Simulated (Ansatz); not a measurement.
TiPt3 (Cu3Au type, space group No. 221) under volume change, the program Ansatz at the PBEsol level (PAW), scaled uniformly.

```json
[
 {"V (Å³/atom)": "13.489", "E − E(relaxed) (meV/atom)": "120.4", "P (GPa)": "31.75"},
 {"V (Å³/atom)": "13.934", "E − E(relaxed) (meV/atom)": "…", "P (GPa)": "…"},
 {"V (Å³/atom)": "14.378", "E − E(relaxed) (meV/atom)": "11.8", "P (GPa)": "8.75"},
 {"V (Å³/atom)": "14.823", "E − E(relaxed) (meV/atom)": "0.0", "P (GPa)": "0.00"},
 {"V (Å³/atom)": "15.268", "E − E(relaxed) (meV/atom)": "…", "P (GPa)": "…"},
 {"V (Å³/atom)": "15.712", "E − E(relaxed) (meV/atom)": "39.4", "P (GPa)": "-13.40"},
 {"V (Å³/atom)": "16.157", "E − E(relaxed) (meV/atom)": "83.9", "P (GPa)": "-18.46"}
]
```

**Question.** What belongs in the gaps?

**Answer.** 
- 13.934, E − E(relaxed) (meV/atom): 50.2
- 13.934, P (GPa): 19.22
- 15.268, E − E(relaxed) (meV/atom): 10.4
- 15.268, P (GPa): -7.31

**Question.** What does a third-order Birch–Murnaghan fit give for V₀, B₀ and B′?

**Answer.** V₀ = 14.82 Å³/atom, B₀ = 266 GPa, B′ = 5.0.

Space group Pm-3m (Cu3Au type). The cell was relaxed with PBEsol under the symmetry of its start; of distortions, only those at the zone centre were tested. No spin polarisation was allowed. Spin–orbit coupling is left out wherever it is not named.

Potentials: the later of the program's two PAW sets.
